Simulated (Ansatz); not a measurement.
What DFT gives for Li$_{4}$GaGe$_{2}$

```yaml
crystal:
  lattice:
    - [4.67923, 0.00000, 0.00000]
    - [-2.33961, 4.05233, 0.00000]
    - [-2.33961, 1.35078, 6.40629]
  atoms:
    - { symbol: Ge, position: [0.40695, 0.59305, 0.22085] }
    - { symbol: Ge, position: [0.26645, 0.73355, 0.79935] }
    - { symbol: Ga, position: [0.12440, 0.87560, 0.37320] }
    - { symbol: Li, position: [0.83600, 0.16400, 0.50800] }
    - { symbol: Li, position: [0.70060, 0.29940, 0.10180] }
    - { symbol: Li, position: [0.99670, 0.00330, 0.99010] }
    - { symbol: Li, position: [0.54100, 0.45900, 0.62300] }
```

Single point in Ansatz 0.2.0 with PBE, no spin polarisation. Cutoff 420 eV, PAW datasets, 8×8×8 Γ-centred k mesh, gaussian filling (width 0.2982 eV).

- At the Fermi level: It is a metal, with about 3.1 states/eV a cell as the mean within 0.25 eV of the Fermi level, mostly Ge p (46 %) and Ga p (20 %).
- Stress: The pressure is -1.2 GPa (compression positive), so with the atoms held at these fractions the cell would first shrink; the forces are large, so a full relaxation may end otherwise. The principal stresses -3.0, -3.0, 2.5 GPa differ, so its shape would change too.
- Charges: Bader charges in e: Li +0.84, Ga -0.68, Ge -1.56 to -1.11. In the mean Li gives up most and Ge takes most.
- Formation energy: -0.20 eV an atom against the elements' usual phases (free molecules for gases, crystals otherwise, with no correction for O₂ or N₂), so it is bound against them; other compounds may still compete. Relaxing would lower it.

Origin: a known structure type with other elements, at an estimated volume, so it need not be a known compound. Caveats: wide smearing.
